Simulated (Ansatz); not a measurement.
Input and command of a calculation in Ansatz (plane waves; scalar-relativistic PAW potentials unless the input names others):

```yaml
crystal:
  lattice:
    - [0.0, 4.0194861433, 4.0194861433]
    - [4.0194861433, 0.0, 4.0194861433]
    - [4.0194861433, 4.0194861433, 0.0]
  atoms:
    - { symbol: K, position: [0.25, 0.25, 0.25], spin: 2.0 }
    - { symbol: Ca, position: [0.75, 0.75, 0.75] }
    - { symbol: Hf, position: [0.0, 0.0, 0.0] }
    - { symbol: Sb, position: [0.5, 0.5, 0.5] }
    - { symbol: O, position: [0.736830082, 0.2347007125, 0.2747224433] }
    - { symbol: O, position: [0.2747224433, 0.7537467622, 0.736830082] }
    - { symbol: O, position: [0.7452884221, 0.7452884221, 0.214689847] }
    - { symbol: O, position: [0.2547115779, 0.2547115779, 0.7622051024] }
    - { symbol: O, position: [0.2347007125, 0.736830082, 0.2747224433] }
    - { symbol: O, position: [0.7537467622, 0.2747224433, 0.736830082] }
basis:
  ecutwfc: 420
kpoints:
  mp_grid: { grid: [6, 6, 6] }
hamiltonian:
  xc: pbesol
scf:
  occupations: { method: gaussian, width: 0.05 }
  max_iter: 75
output:
  forces: true
  eigenvalues: true
  stress: true
```

```bash
ansatz run input.yaml --threads 2 --pin off --max-ram 5120MiB --backend cpu --events-out ev --progress --plain --runs-dir out
```

Question: Will this input run?

Answer: The program refuses it, because of a moment without spin polarisation (crystal.atoms[0].spin: not typed → 2.0). Without that key it is accepted.

Abridged log:
```
Error: inconsistent input (magnetization.spin_polarized): false but per-atom `spin:`, `per_species`, `initial_magnetization`, `magnetic_field`, or `spin_locking` is set
```